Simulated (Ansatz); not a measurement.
**V: constraining the magnetisation**

V is taken as an experimental structure (space group Im-3m), 1 atom in the cell. Source: COD entry 7101267; it may be a high-temperature, high-pressure or metastable form.

```
V
1.0
    -1.51300    1.51300    1.51300
     1.51300   -1.51300    1.51300
     1.51300    1.51300   -1.51300
V
1
Direct
  0.00000 0.00000 0.00000
```

Atoms are numbered from 1 in the order listed.

Method: DFT, r2SCAN, PAW, plane waves, scalar-relativistic (Ansatz development build ahead of 0.2.0).

```json
{
  "Plane-wave cutoff": "500 eV",
  "k-point mesh": "12×12×12 (Γ-centred)",
  "Occupations": "Fermi–Dirac smearing, 0.1 eV",
  "Valence electrons": "13"
}
```

The total moment includes the space between the atomic spheres.

r2SCAN tends to overstate moments and magnetic energies in itinerant metals. A small moment in a metal is sensitive to the mesh and the smearing.

The total moment of the cell is held fixed (separate Fermi levels for the two spins), shared at the start among the V atoms with one sign; no search for lower states follows. F is the free energy per cell, and F(lowest) that of the lowest run, the runs with a free moment included. A row is the solution that its start led to, not a proven minimum at that M. The run at M = 0 starts without moments and gives the spin-unpolarised solution. The cell holds one magnetic atom, so only parallel order fits; orders in a larger cell may lie lower. The program warns that the SCF threshold is loose for stress, so pressures can be off by 0.1 GPa or more.

The run at M = 0.72 μB took 1.7 s on 2 threads of Arm Neoverse V2 (shared host), peak memory 0.31 GiB.

```tsv
fixed M (μB/cell)	F − F(lowest) (meV/cell)	moments of V1 (μB)	pressure (GPa)
0.00	1	0.00	-7.3
0.18	1	0.15	-7.2
0.36	0	0.29	-6.8
0.54	2	0.44	-6.1
0.72	16	0.58	-4.8
0.90	49	0.72	-2.8
1.08	98	0.87	-0.6
1.26	174	1.02	2.3
1.44	259	1.18	5.5
```

The lowest fixed-moment run is the one at M = 0.36 μB (0 meV). With the constraint released: “usual moment, free total moment [V1 2.00 μB]” ends at 0.40 μB, 0 meV; “usual moment scaled by 0.1, free total moment [V1 0.20 μB]” ends at 0.40 μB, 0 meV.
